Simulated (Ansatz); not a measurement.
## ⁵⁹Co nuclear quadrupole resonance in LuCo₄B₄

Cell: a Materials Project structure (computed, not necessarily an observed phase), atoms as given.

Space group P4_2/nmc:1 (No. 137); a = 4.9785, c = 6.9214 Å.

| site | Wyckoff | site symmetry | x | y | z |
| --- | --- | --- | --- | --- | --- |
| Lu | 2a | -4m2 | 0.0000 | 0.0000 | 0.0000 |
| Co | 8g | .m. | 0.2533 | 0.5000 | 0.8615 |
| B | 8g | .m. | 0.8250 | 0.5000 | 0.1571 |

One atom of each set is listed.

Computed with Ansatz: DFT, PBE, plane waves and PAW, scalar-relativistic, collinear spin, 420 eV cutoff, Γ-centred 7×7×5 k-points, Fermi–Dirac smearing 0.05 eV. Start moments as typed (μB): 2 on each Co, none on the rest.

⁵⁹Co: I = 7/2, Q = 420.0 mb (year-2017 value). Static lattice, zero field.

(1) At which frequencies do the ⁵⁹Co NQR lines lie?

Answers

(1) For I = 7/2 and η = 0 the lines are |C_Q|/14 times 1, 2 and 3; η shifts the lowest up most.

| site | atoms | V_zz (10²¹ V/m²) | C_Q (MHz) | η | line frequencies (MHz) |
| --- | --- | --- | --- | --- | --- |
| Co | 8 | 2.09 | 21.2 | 0.92 | 2.81, 3.82, 4.12 |

The run finds no gap above 0.1 eV (a metal, or nearly one), so the gradients can move by 10 % or more with the k-mesh. With these PAW files V_zz is typically within 2 to 3 % of all-electron values, but misses above 10 % occur on Co. The start moments die out, and the run ends without spin.
